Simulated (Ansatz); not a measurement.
An element in the fcc structure gives these cold pressures by all-electron LAPW under LDA (Ansatz 0.2.0, scalar-relativistic, no spin polarisation).

```json
{"V (Å³/atom)": "25.76", "P (GPa)": "0.02"}
{"V (Å³/atom)": "23.18", "P (GPa)": "9.32"}
{"V (Å³/atom)": "20.60", "P (GPa)": "25.9"}
{"V (Å³/atom)": "18.03", "P (GPa)": "56.2"}
{"V (Å³/atom)": "15.45", "P (GPa)": "115.4"}
{"V (Å³/atom)": "12.88", "P (GPa)": "238.0"}
{"V (Å³/atom)": "10.30", "P (GPa)": "527.4"}
```

(1) Which element is it?

Results:

(1) Sb. Its zero-pressure volume in this structure is near 25.8 Å³/atom; the volume and the steepness of P(V) together point to it, though neighbours can come close. This is the case that was computed; others weren't tested.
